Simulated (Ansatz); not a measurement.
Here is an unrelaxed guess for Sr.

The sheet is periodic along a and b; c holds vacuum.

```yaml
crystal:
  periodic: [true, true, false]
  lattice:
    - [4.33411, 0.00000, 0.00000]
    - [0.00000, 4.33411, 0.00000]
    - [0.00000, 0.00000, 18.00000]
  atoms:
    - { symbol: Sr, position: [0.00000, 0.00000, 0.58385] }
    - { symbol: Sr, position: [0.00000, 0.00000, 0.41615] }
    - { symbol: Sr, position: [0.50000, 0.50000, 0.50000] }
```

These are results of DFT PBE, scalar-relativistic, plane waves, PAW (Ansatz 0.2.0), not measurements. Cutoff 420 eV; k points 4×4×1 on the computed 3-atom cell (Γ-centred); Gaussian smearing, width 0.10 eV; no spin polarisation.

Energies count from the standard state of Sr at the same level.

Q: How far from equilibrium is it?

A: The largest force is 2.75 eV/Å, and the energy is +1.11 eV/atom against the standard state. The shortest distance is 3.02 Å.

Q: Is it a good guess?

A: A rough one: relaxing gains about 0.86 eV/atom (the start's value is from the coarse mesh, so the gain is rough) in 20 ionic steps and ends at +0.26 eV/atom on the finer mesh. The symmetry stays p4/mmm (No. 61). The area per atom shrinks by 7.9 %, from 6.3 to 5.8 Å². The shortest distance goes from 3.02 Å (Sr–Sr) to 4.16 Å (Sr–Sr). In-plane cell: a = 4.159 Å, b = 4.159 Å, γ = 90.0°, thickness 6.06 Å between the outermost nuclei. Sr at height 6.06 Å has 8 Sr at 4.16–4.22 Å; Sr at height 3.03 Å has 12 Sr at 4.16–4.22 Å.

The last run used a 12×12×1 mesh for its 3-atom cell and Gaussian smearing of 0.10 eV. The relaxation can't lower the symmetry of the start, and the grade says only how near the guess is to its own end. Symmetry constrained the relaxation, so the result can be a saddle point.
